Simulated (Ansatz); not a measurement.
An Ansatz input for Mg2ScCr3S8

```yaml
crystal:
  lattice:
    - [3.6604645038, 2.1133701666, 5.953193254]
    - [-3.6604645038, 2.1133701666, 5.953193254]
    - [0.0, -4.2267403333, 5.953193254]
  atoms:
    - { symbol: Xx, position: [0.87563593, 0.87563593, 0.87563593] }
    - { symbol: Mg, position: [0.12436407, 0.12436407, 0.12436407] }
    - { symbol: Sc, position: [0.5, 0.5, 0.5] }
    - { symbol: Cr, position: [0.5, 0.5, 0.0], spin: 3.0 }
    - { symbol: Cr, position: [0.0, 0.5, 0.5], spin: 3.0 }
    - { symbol: Cr, position: [0.5, 0.0, 0.5], spin: 3.0 }
    - { symbol: S, position: [0.73615167, 0.73615167, 0.73615167] }
    - { symbol: S, position: [0.25343509, 0.25343509, 0.71689185] }
    - { symbol: S, position: [0.25343509, 0.71689185, 0.25343509] }
    - { symbol: S, position: [0.71689185, 0.25343509, 0.25343509] }
    - { symbol: S, position: [0.74656491, 0.28310815, 0.74656491] }
    - { symbol: S, position: [0.28310815, 0.74656491, 0.74656491] }
    - { symbol: S, position: [0.26384833, 0.26384833, 0.26384833] }
    - { symbol: S, position: [0.74656491, 0.74656491, 0.28310815] }
magnetization:
  spin_polarized: true
kpoints:
  mp_grid: { grid: [5, 5, 5] }
scf:
  occupations: { method: fermi_dirac, width: 0.02 }
  max_iter: 60
hamiltonian:
  xc: pbe
  pseudopotentials: { kind: paw }
output:
  forces: true
  stress: true
  populations: true
  efg:
    quadrupole_moments_barn: { Mg: 0.1994, Sc: -0.22, Cr: -0.15, S: -0.0694 }
    contact_densities: true
```

```sh
ansatz run input.yaml --threads 1 --pin off --max-ram 3072MiB --backend cpu --events-out ev --progress --plain --runs-dir out
```

Task: What happens when this input is run?

Result: The input was rejected before any iteration. The input holds an unknown element. The program says:

```
Error: YAML parse error: error: line 7 column 17: `Xx` is not an element symbol (H … Og, case-exact)
 --> <input>:7:17
  |
5 |     - [0.0, -4.2267403333, 5.953193254]
6 |   atoms:
7 |     - { symbol: Xx, position: [0.87563593, 0.87563593, 0.87563593] }
  |                 ^ `Xx` is not an element symbol (H … Og, case-exact)
8 |     - { symbol: Mg, position: [0.12436407, 0.12436407, 0.12436407] }
9 |     - { symbol: Sc, position: [0.5, 0.5, 0.5] }
  |
```

Against a sound input the change was `crystal.atoms[0].symbol`: Mg → Xx; `scf.max_iter`: not typed → 60.

With the sound settings the run converges and gives V_zz (10²¹ V/m²) Mg -0.11 (η 0.00), Sc -0.99 (η 0.00), Cr 1.22 (η 0.16), S7 -0.42 (η 0.00), S8 -5.43 (η 0.16); a site carries the number of its first atom in the input. With a gap of 1.0 eV on this mesh, small gradients can still move by 0.1 × 10²¹ V/m² or more as the k-mesh gets denser. All moments are parallel here, as the start or the cell imposes; many such compounds order antiparallel, where fields and spin densities carried over to other atoms largely cancel. The magnetic order is the one that the run reached from its start moments, not necessarily the measured one.
